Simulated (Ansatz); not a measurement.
An Ansatz (a quantum-chemistry and plane-wave program) run. Input:

Ansatz 0.2 input:
```yaml
crystal:
  lattice:
    - [0.0, 2.249180327, 2.249180327]
    - [2.249180327, 0.0, 2.249180327]
    - [2.249180327, 2.249180327, 0.0]
  atoms:
    - { symbol: Ga, position: [0.0, 0.0, 0.0] }
    - { symbol: N, position: [0.25, 0.25, 0.25] }
kpoints:
  mp_grid: { grid: [9, 9, 9] }
  band_path:
    path:
      - [[0.0, 0.0, 0.0], [0.5, 0.0, 0.5], [0.625, 0.25, 0.625]]  # Γ-X-U
      - [[0.375, 0.375, 0.75], [0.0, 0.0, 0.0], [0.5, 0.5, 0.5], [0.5, 0.25, 0.75], [0.5, 0.0, 0.5]]  # K-Γ-L-W-X
      - [VBM, CBM]
    npoints: 12
basis: { xc_grid: 2 }
hamiltonian:
  xc: pbesol
  pseudopotentials: { azcp: { folder: ./paw }, kind: paw_fr }
magnetization: { noncollinear: true, spin_orbit: true }
scf:
  n_extra_bands: 12
  convergence: { dr2_threshold: 0.0000000001 }
  occupations: { method: gaussian, width: 0.01 }
checkpoint: { write: soc.run }
output: { eigenvalues: true }
```

Output (shortened):

```
Pseudopotential: Ga, paw, valence charge 13
Pseudopotential: N, paw, valence charge 5
Functional definition: PBEsol
non-collinear run that drives no moment, with spin-orbit …
Crystal: 2 atoms, lattice volume = 22.756 Å³
Basis set: ecut = 420 eV, 459 PW (Γ), exchange–correlation on 48×48×48 points (8 copies of the dense FFT grid, shifted against one another)
Bands: 30, of which v1, the nominal top of the filled ones, is band 18 counted from 1 (17 counted from 0)
Symmetry: 24 space group operations + 24 with time reversal
k-points: 35 of 729 (time reversal used)
Projection manifold: j_resolved (fully-relativistic pseudo-atomic orbitals)
SCF iter   1: F=—  HF=-4123.484557 eV  |F-HF|=—  |Δ(HF+E_count)|=         —  Δρ=1.03e-1  dr2=2.06e0  dr2_m=0.00e0 (ungated)  ethr=3.10e-3  |M|=0.00e0 ∫|m|=0.00e0 μB  |m|>n=0.0e0 m-floor=0.0e0 τ_xc=0.0e0  β_m=0.30  ⟨swp⟩=6.1  Hψ=5558  notcnv=0  defer=55
preconditioner: auto → none
SCF iter   2: F=—  HF=-4122.965898 eV  |F-HF|=—  |Δ(HF+E_count)|=   5.19e-1  Δρ=5.19e-2  dr2=2.79e-1  dr2_m=0.00e0 (ungated)  ethr=3.10e-3  |M|=0.00e0 ∫|m|=0.00e0 μB  |m|>n=0.0e0 m-floor=0.0e0 τ_xc=0.0e0  β_m=0.37  ⟨swp⟩=2.1  Hψ=1778  notcnv=0  defer=190
SCF iter   3: F=—  HF=-4122.921707 eV  |F-HF|=—  |Δ(HF+E_count)|=   4.42e-2  Δρ=2.39e-2  dr2=5.25e-2  dr2_m=0.00e0 (ungated)  ethr=1.55e-3  |M|=0.00e0 ∫|m|=0.00e0 μB  |m|>n=0.0e0 m-floor=0.0e0 τ_xc=0.0e0  β_m=0.52  ⟨swp⟩=2.0  Hψ=1058  notcnv=0  defer=190
SCF iter   4: F=—  HF=-4122.915190 eV  |F-HF|=—  |Δ(HF+E_count)|=   6.52e-3  Δρ=4.14e-3  dr2=1.81e-3  dr2_m=0.00e0 (ungated)  ethr=2.92e-4  |M|=0.00e0 ∫|m|=0.00e0 μB  |m|>n=0.0e0 m-floor=0.0e0 τ_xc=0.0e0  β_m=0.46  ⟨swp⟩=3.0  Hψ=1630  notcnv=0  defer=190
SCF iter   5: F=—  HF=-4122.914306 eV  |F-HF|=—  |Δ(HF+E_count)|=   8.85e-4  Δρ=5.53e-4  dr2=2.20e-5  dr2_m=0.00e0 (ungated)  ethr=1.01e-5  |M|=0.00e0 ∫|m|=0.00e0 μB  |m|>n=0.0e0 m-floor=0.0e0 τ_xc=0.0e0  β_m=0.73  ⟨swp⟩=2.0  Hψ=1688  notcnv=0  defer=190
SCF iter   6: F=—  HF=-4122.914331 eV  |F-HF|=—  |Δ(HF+E_count)|=   2.52e-5  Δρ=1.08e-4  dr2=1.13e-6  dr2_m=0.00e0 (ungated)  ethr=1.22e-7  |M|=0.00e0 ∫|m|=0.00e0 μB  |m|>n=0.0e0 m-floor=0.0e0 τ_xc=0.0e0  β_m=0.86  ⟨swp⟩=2.1  Hψ=1402  notcnv=0  defer=190
SCF iter   7: F=—  HF=-4122.914331 eV  |F-HF|=—  |Δ(HF+E_count)|=   3.23e-7  Δρ=4.84e-6  dr2=2.09e-9  dr2_m=0.00e0 (ungated)  ethr=6.27e-9  |M|=0.00e0 ∫|m|=0.00e0 μB  |m|>n=0.0e0 m-floor=0.0e0 τ_xc=0.0e0  β_m=0.88  ⟨swp⟩=2.8  Hψ=1693  notcnv=0  defer=190
SCF iter   8: F=-4122.914331 eV  HF=-4122.914331 eV  |F-HF|=4.55e-12  |Δ(HF+E_count)|=  9.31e-10  Δρ=2.66e-7  dr2=8.11e-12  dr2_m=0.00e0 (ungated)  ethr=1.00e-12  |M|=0.00e0 ∫|m|=0.00e0 μB  |m|>n=0.0e0 m-floor=0.0e0 τ_xc=0.0e0  ⟨swp⟩=8.3  Hψ=4400  notcnv=0
SCF 1 converged in 8 iterations: F = -4122.914331 eV  dr2 = 8.11e-12
NSCF: frozen V_eff on 16 k-points
NSCF: frozen V_eff on 16 k-points
NSCF: frozen V_eff on 10 k-points
NSCF: frozen V_eff on 2 k-points
NSCF: frozen V_eff on 2 k-points
NSCF: frozen V_eff on 2 k-points
NSCF: frozen V_eff on 2 k-points
NSCF: frozen V_eff on 2 k-points
NSCF: frozen V_eff on 2 k-points
NSCF: frozen V_eff on 87 k-points
SCF converged after 8 iterations
Magnetization: |M| = 0.0000 μB,  M = (+0.0000, +0.0000, +0.0000) μB
Absolute magnetization: 0.0000 μB (∫|m|)
  site 0: m = (+0.0000, +0.0000, +0.0000) μB, |m| = 0.0000 μB  (R = 0.80 Å)
  site 1: m = (+0.0000, +0.0000, +0.0000) μB, |m| = 0.0000 μB  (R = 0.80 Å)
Free energy (F): -4122.914331 eV
Harris-Foulkes:  -4122.914331 eV  (|F-HF|=4.55e-12)
Internal energy: -4122.914331 eV  (E = F + TS)
E sigma→0 (E₀):  -4122.914331 eV
Fermi energy:    10.438747 eV
--- Per-component energies (eV) ---
  E_band       = -6.988012
  E_kinetic    = 240.438471
  E_local      = -1409.808992  (includes V_loc(G=0)·N_el)
  E_nonlocal   = -53.573401
  E_hartree    = 891.298459
  E_xc         = -121.324420
  E_vxc        = -130.671064  (∫ρ·V_xc dr)
  E_paw        = -2080.354901  (= ΣΔE_a)
  E_vpaw       = -435.970637  (= ΣTr[D̂ρ^β])
  E_aug_tail   = 0.000778  (compensation charges beyond the density's cutoff)
  E_ewald      = -1590.484138
  E_core_change = 0.893813  (= ΣΔE_core)
  E_smearing   =  0.000000  (= −TS)
  E_closure    = 0.000000  (closes the sum)
  Σ components = -4122.914331   (vs F -4122.914331, Δ=0.00e0)
  [band-id]    e_kinetic+e_local+e_nonlocal+2·e_hartree+e_vxc+e_vpaw+e_augmentation_tail = -6.987928   (vs E_band -6.988012, Δ=8.42e-5)
--- Band table (eV; the first three rows and the last of 35) ---
  k-point 0: bands = ["-6.3904", "-6.3904", "-4.0781", "-4.0781", "-4.0781", "-4.0781", "-3.7231", "-3.7231", "-3.4770", "-3.4770", "-3.4770", "-3.4770", "9.5770", "9.5770", "9.5887", "9.5887", "9.5887", "9.5887", "11.2888", "11.2888", "19.6094", "19.6094", …
  k-point 1: bands = ["-6.2525", "-6.2525", "-4.0804", "-4.0596", "-4.0391", "-4.0391", "-3.6968", "-3.6968", "-3.4813", "-3.4786", "-3.4786", "-3.4577", "8.2858", "8.2858", "9.4471", "9.4471", "9.4539", "9.4614", "12.2791", "12.2791", "19.2057", "19.2057", …
  k-point 2: bands = ["-5.9228", "-5.9228", "-4.0695", "-4.0375", "-3.9015", "-3.9015", "-3.6235", "-3.6235", "-3.4637", "-3.4316", "-3.4316", "-3.4275", "6.2202", "6.2202", "9.1321", "9.1321", "9.1432", "9.1544", "13.4126", "13.4126", "18.4093", "18.4093", …
  k-point 34: bands = ["-5.3454", "-5.2688", "-3.9519", "-3.9217", "-3.8778", "-3.5730", "-3.5561", "-3.4871", "-3.4324", "-3.3980", "-1.6750", "-1.5878", "3.7788", "3.7865", "5.5913", "5.6364", "6.3765", "6.4290", "15.6589", "15.6636", "17.7906", "17.7962", …
```

Cost: about 9 core-seconds (a rough figure) on shared cores.

Space group F-43m (zinc blende). The cell was relaxed with PBEsol under the symmetry of its start.

Potentials: the earlier of the program's two PAW sets. The files were generated under PBE; for other functionals the program regenerates the frozen cores, and for LDA and PBEsol the local potential too.

Ansatz is a plane-wave DFT program.
